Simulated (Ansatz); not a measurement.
CuC₆:
```xyz
7
Lattice="4.2608 0.0000 0.0000 -2.1304 3.6899 0.0000 0.0000 0.0000 4.7343" Properties=species:S:1:pos:R:3 pbc="T T T"
C      0.7111     1.2317     0.0000
C      1.4223     0.0000     0.0000
C      2.8385     0.0000     0.0000
C      1.4193     2.4582     0.0000
C     -1.4193     2.4582     0.0000
C     -0.7111     1.2317     0.0000
Cu     0.0000     0.0000     2.3671
```

Relaxed with r²SCAN+D4.

Question: Map the electron localisation function on the plane through (0.334, 0.000, 0.000) spanned by u = [1, 0, 0] and v = [0, 0, 1] in lattice vectors, from the program Ansatz at the r²SCAN+D4 level (PAW).

Answer: x is the fraction of u, y of v (the angle between them is 90°; rows are the nearest grid lines); atoms in the plane: C at (0.00, 0.00), C at (0.33, 0.00), Cu at (0.67, 0.50).
```
y \ x   0.000  0.0952  0.190  0.286  0.381  0.476  0.524  0.619  0.714  0.810  0.905   1.00
------  -----  ------  -----  -----  -----  -----  -----  -----  -----  -----  -----  -----
1.00    0.008   0.715  0.929  0.101  0.069  0.552  0.429  0.052  0.053  0.434  0.390  0.008
0.917   0.303   0.768  0.892  0.458  0.424  0.567  0.384  0.046  0.048  0.389  0.574  0.303
0.833   0.630   0.677  0.711  0.640  0.620  0.412  0.219  0.042  0.042  0.223  0.562  0.630
0.750   0.323   0.326  0.315  0.335  0.268  0.118  0.083  0.077  0.077  0.083  0.188  0.323
0.708   0.147   0.148  0.140  0.156  0.122  0.087  0.089  0.119  0.119  0.089  0.100  0.147
0.625   0.096   0.055  0.044  0.075  0.113  0.138  0.156  0.154  0.154  0.156  0.119  0.096
0.542   0.146   0.078  0.052  0.116  0.146  0.164  0.156  0.518  0.511  0.156  0.151  0.146
0.458   0.146   0.078  0.052  0.116  0.146  0.164  0.156  0.518  0.511  0.156  0.151  0.146
0.375   0.096   0.055  0.044  0.075  0.113  0.138  0.156  0.154  0.154  0.156  0.119  0.096
0.292   0.147   0.148  0.140  0.156  0.122  0.087  0.089  0.119  0.119  0.089  0.100  0.147
0.250   0.323   0.326  0.315  0.335  0.268  0.118  0.083  0.077  0.077  0.083  0.188  0.323
0.167   0.630   0.677  0.711  0.640  0.620  0.412  0.219  0.042  0.042  0.223  0.562  0.630
0.0833  0.303   0.768  0.892  0.458  0.424  0.567  0.384  0.046  0.048  0.389  0.574  0.303
0.000   0.008   0.715  0.929  0.101  0.069  0.552  0.429  0.052  0.053  0.434  0.390  0.008
```

The density is the valence pseudo-density with augmentation charge, so density and ELF within about 1 Å of a nucleus are not all-electron values.

Space group P6/mmm. The start of the workflow was typed in or built on a structure type; neither database checked (COD, Materials Project) lists it. Its standing as an ambient phase is unchecked. Symmetry was held in the r²SCAN+D4 relaxation; its stability against distortions is not shown here. No spin polarisation was allowed. Its formation energy is positive at this level, so the cell may be metastable or incomplete.

Potentials: the earlier of the program's two PAW sets. The files were generated under PBE; for other functionals the program regenerates the frozen cores, and for LDA and PBEsol the local potential too.
